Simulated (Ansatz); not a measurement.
This cell of Ru (hcp, Mg type) is off equilibrium:

```xyz
4
Lattice="5.4443 0.0000 0.0000 -1.3611 2.3575 0.0000 0.0000 0.0000 4.2908" Properties=species:S:1:pos:R:3 pbc="T T T"
Ru     0.0000     1.5716     3.2681
Ru     2.7222     1.5716     3.1681
Ru     1.3611     0.7858     1.1227
Ru     4.0832     0.7858     1.0227
```

These are PBE (plane waves to 420 eV, PAW, scalar-relativistic; Ansatz, a first-principles code) values and carry that method's errors. k mesh 10×20×11 (Γ-centred), Fermi-Dirac smearing 0.05 eV. Stress and pressure are positive under compression. With partly filled bands, energies and forces of such displacements shift with the k mesh and the smearing. Ru is run without spin polarisation. Ru was relaxed with its symmetry unable to fall.

Predict the force on every atom, in eV/Å.


| atom | Fx | Fy | Fz |
|---|---|---|---|
| Ru1 | 0.075 | 0.043 | -0.551 |
| Ru2 | 0.075 | 0.043 | 0.551 |
| Ru3 | -0.075 | -0.043 | -0.551 |
| Ru4 | -0.075 | -0.043 | 0.551 |

What is the stress tensor (GPa)?


```
    0.3      0.1      0.0
    0.1      0.1      0.0
    0.0      0.0      1.2
```
The pressure, a third of the trace, is 0.5 GPa.

(A displaced cell: forces are minus the slopes of the energy, force constants its curvatures, and phonons follow from these.)
